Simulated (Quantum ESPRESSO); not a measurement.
Ge6SiC, input and log of a self-consistent run

Simulated, not a measurement. The program is pw.x of Quantum ESPRESSO 7.5 (plane-wave density functional theory). The cell is made up: 8 atoms on a zincblende/diamond lattice, with randomly drawn elements, strain and displacements, not relaxed. PseudoDojo standard norm-conserving files (v0.5 for PBE, v0.4.1 for LDA and PBEsol) set the functional; there is no spin polarisation, spin-orbit coupling or dispersion term, and the masses in the input are unused placeholders.

Input:

```
&control calculation='scf', pseudo_dir='./dojo.nc.sr.pbe.v0_5.standard.upf', outdir='./o', disk_io='medium', tprnfor=.true., tstress=.true. /
&system ibrav=0, nat=8, ntyp=3, nbnd=56, ecutwfc=82.02448710, nosym=.true., tot_charge=0,
 occupations='smearing', smearing='fd', degauss=0.0073498644
/
&electrons conv_thr=7.350e-09, electron_maxstep=60, /
ATOMIC_SPECIES
C 1.0 C.upf
Ge 1.0 Ge.upf
Si 1.0 Si.upf
CELL_PARAMETERS angstrom
5.7794 0.0 0.0
0.0 5.7794 0.0
0.0 0.0 5.7794
ATOMIC_POSITIONS angstrom
Ge 0.0438 0.0671 0.0577
Ge 0.0248 2.8963 2.9221
Si 2.9094 -0.113 2.9073
Ge 2.8674 2.8843 0.0027
Ge 1.484 1.4834 1.466
Ge 1.5054 4.2859 4.2251
C 4.3532 1.4363 4.2878
Ge 4.3815 4.3745 1.4519
K_POINTS automatic
6 6 6 1 1 1
```

The log is shortened where brackets say so; the opening notice, blank lines, dates and the lines on written files are dropped, and the path of the files is cut. It prints rydbergs, bohrs and kilobars, and counts compression as positive stress.

```
     Program PWSCF v.7.5
     Parallel version (MPI & OpenMP), running on       1 processor cores
     Number of MPI processes:                 1
     Threads/MPI process:                     1
     [start-up lines left out]
     bravais-lattice index     =            0
     lattice parameter (alat)  =      10.9215  a.u.
     unit-cell volume          =    1302.7013 (a.u.)^3
     number of atoms/cell      =            8
     number of atomic types    =            3
     number of electrons       =        92.00
     number of Kohn-Sham states=           56
     kinetic-energy cutoff     =      82.0245  Ry
     charge density cutoff     =     328.0979  Ry
     scf convergence threshold =      7.3E-09
     mixing beta               =       0.7000
     number of iterations used =            8  plain     mixing
     Exchange-correlation= PBE
                           (   1   4   3   4   0   0   0)
     [axes and pseudopotential details left out]
   Cartesian axes
     site n.     atom                  positions (alat units)
         1        Ge     tau(   1) = (   0.0075786   0.0116102   0.0099837  )
         2        Ge     tau(   2) = (   0.0042911   0.5011420   0.5056061  )
         3        Si     tau(   3) = (   0.5034087  -0.0195522   0.5030453  )
         4        Ge     tau(   4) = (   0.4961415   0.4990656   0.0004672  )
         5        Ge     tau(   5) = (   0.2567741   0.2566702   0.2536595  )
         6        Ge     tau(   6) = (   0.2604769   0.7415822   0.7310620  )
         7        C      tau(   7) = (   0.7532270   0.2485206   0.7419109  )
         8        Ge     tau(   8) = (   0.7581237   0.7569125   0.2512198  )
     number of k points=   108  Fermi-Dirac smearing, width (Ry)=  0.0073
     Number of k-points >= 100: set verbosity='high' to print them.
     Dense  grid:   131059 G-vectors     FFT dimensions: (  64,  64,  64)
     Estimated max dynamical RAM per process >     188.78 MB
     Initial potential from superposition of free atoms
     starting charge      91.9944, renormalised to      92.0000
     Starting wfcs are   62 randomized atomic wfcs
     total cpu time spent up to now is       70.4 secs
     per-process dynamical memory:   102.6 Mb
     Self-consistent Calculation
     iteration #  1     ecut=    82.02 Ry     beta= 0.70
     Davidson diagonalization with overlap
     ethr =  1.00E-02,  avg # of iterations =  3.1
     Threshold (ethr) on eigenvalues was too large:
     Diagonalizing with lowered threshold
     Davidson diagonalization with overlap
     ethr =  3.72E-04,  avg # of iterations =  2.2
     total cpu time spent up to now is      482.0 secs
     total energy              =   -1091.85426578 Ry
     estimated scf accuracy    <       0.34330761 Ry
     iteration #  2     ecut=    82.02 Ry     beta= 0.70
     Davidson diagonalization with overlap
     ethr =  3.73E-04,  avg # of iterations =  7.8
     total cpu time spent up to now is      689.8 secs
     total energy              =   -1091.77332871 Ry
     estimated scf accuracy    <       1.63429316 Ry
     iteration #  3     ecut=    82.02 Ry     beta= 0.70
     Davidson diagonalization with overlap
     ethr =  3.73E-04,  avg # of iterations =  5.5
     total cpu time spent up to now is      879.6 secs
     total energy              =   -1092.00752260 Ry
     estimated scf accuracy    <       0.01477543 Ry
     iteration #  4     ecut=    82.02 Ry     beta= 0.70
     Davidson diagonalization with overlap
     ethr =  1.61E-05,  avg # of iterations =  5.6
     total cpu time spent up to now is     1080.1 secs
     total energy              =   -1092.01011928 Ry
     estimated scf accuracy    <       0.00384355 Ry
     iteration #  5     ecut=    82.02 Ry     beta= 0.70
     Davidson diagonalization with overlap
     ethr =  4.18E-06,  avg # of iterations =  2.8
     total cpu time spent up to now is     1254.1 secs
     total energy              =   -1092.01081394 Ry
     estimated scf accuracy    <       0.00046097 Ry
     iteration #  6     ecut=    82.02 Ry     beta= 0.70
     Davidson diagonalization with overlap
     ethr =  5.01E-07,  avg # of iterations =  2.0
     total cpu time spent up to now is     1418.5 secs
     total energy              =   -1092.01092477 Ry
     estimated scf accuracy    <       0.00006289 Ry
     iteration #  7     ecut=    82.02 Ry     beta= 0.70
     Davidson diagonalization with overlap
     ethr =  6.84E-08,  avg # of iterations =  2.0
     total cpu time spent up to now is     1574.8 secs
     total energy              =   -1092.01093708 Ry
     estimated scf accuracy    <       0.00000170 Ry
     iteration #  8     ecut=    82.02 Ry     beta= 0.70
     Davidson diagonalization with overlap
     ethr =  1.85E-09,  avg # of iterations =  4.2
     total cpu time spent up to now is     1741.7 secs
     total energy              =   -1092.01093765 Ry
     estimated scf accuracy    <       0.00000053 Ry
     iteration #  9     ecut=    82.02 Ry     beta= 0.70
     Davidson diagonalization with overlap
     ethr =  5.80E-10,  avg # of iterations =  2.0
     total cpu time spent up to now is     1880.8 secs
     total energy              =   -1092.01093776 Ry
     estimated scf accuracy    <       0.00000006 Ry
     iteration # 10     ecut=    82.02 Ry     beta= 0.70
     Davidson diagonalization with overlap
     ethr =  6.31E-11,  avg # of iterations =  2.5
     total cpu time spent up to now is     2039.8 secs
     End of self-consistent calculation
     Number of k-points >= 100: set verbosity='high' to print the bands.
     the Fermi energy is     6.8109 ev
!    total energy              =   -1092.01093778 Ry
     estimated scf accuracy    <          6.1E-09 Ry
     smearing contrib. (-TS)   =      -0.00175753 Ry
     internal energy E=F+TS    =   -1092.00918024 Ry
     The total energy is F=E-TS. E is the sum of the following terms:
     one-electron contribution =    -649.19409794 Ry
     hartree contribution      =     378.46047889 Ry
     xc contribution           =    -268.38612456 Ry
     ewald contribution        =    -552.88943664 Ry
     convergence has been achieved in  10 iterations
     Forces acting on atoms (cartesian axes, Ry/au):
     atom    1 type  2   force =    -0.03017924    0.01583431   -0.07101382
     atom    2 type  2   force =    -0.05932449   -0.05303963    0.01839861
     atom    3 type  3   force =     0.04466502    0.08091463    0.01078684
     atom    4 type  2   force =     0.05966672   -0.02320052   -0.04092890
     atom    5 type  2   force =     0.01171432   -0.02410595    0.02430068
     atom    6 type  2   force =    -0.01255678    0.02225691    0.05125657
     atom    7 type  1   force =    -0.00268668   -0.00692497    0.00970628
     atom    8 type  2   force =    -0.01129888   -0.01173477   -0.00250626
     Total force =     0.179772     Total SCF correction =     0.000400
     Computing stress (Cartesian axis) and pressure
          total   stress  (Ry/bohr**3)                   (kbar)     P=      -64.97
  -0.00043455   0.00007640  -0.00001248          -63.92       11.24       -1.84
   0.00007640  -0.00045016  -0.00000512           11.24      -66.22       -0.75
  -0.00001248  -0.00000512  -0.00044023           -1.84       -0.75      -64.76
     init_run     :     59.52s CPU     70.32s WALL (       1 calls)
     electrons    :   1889.13s CPU   1969.38s WALL (       1 calls)
     forces       :     21.66s CPU     22.00s WALL (       1 calls)
     stress       :     71.46s CPU     71.81s WALL (       1 calls)
     [timing details left out]
     PWSCF        :  34m 2.50s CPU  35m37.41s WALL
     JOB DONE.
```

In other units: free energy -14857.566 eV for the cell, pressure -6.50 GPa, largest force component 2.080 eV/Å. A rerun of this cell at 1347 eV and a 8 x 8 x 8 mesh moved values by no more than 0.003 eV in energy, 0.02 GPa in stress and 0.007 eV/Å in force.